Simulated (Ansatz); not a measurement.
A geometry of Cr away from equilibrium: the start of the relaxation of a relaxed Cr cell displaced along its unstable phonon at q = (½, ½, 0) of its primitive reciprocal cell (285i cm⁻¹), largest move 0.15 Å. Computed with PBE (plane waves to 420 eV, PAW, scalar-relativistic; Ansatz, a first-principles code). Γ-centred k-mesh 14×14×14 on the run's cell (coarser than for final values), Fermi–Dirac smearing 0.05 eV.

```xyz
2
Lattice="4.6806 0.0000 0.0000 2.3403 2.3403 0.0000 0.0000 0.0000 2.3403" Properties=species:S:1:pos:R:3 pbc="T T T"
Cr     0.0000     0.0000     0.1500
Cr     2.3403     0.0000    -0.1500
```

Q: Which atoms carry the largest force, and which way does it point?

A: 1.60 eV/Å, on Cr1, Cr2 (atoms numbered as listed); on Cr2 its components are (0.00, 0.00, -1.60).

Q: What is the pressure?

A: -2.7 GPa, compression positive.

No spin polarisation in the result. A magnetic state may lie lower.

The run could not lose the symmetry of its start.

Of the parent cell (Pm-3m (No. 221)): it is a generated cell of Cr: the first start was made by placing the elements on the sites of a structure type, and the end was not matched to a known phase here, so it may be hypothetical. Known forms of Cr include space group No. 229.
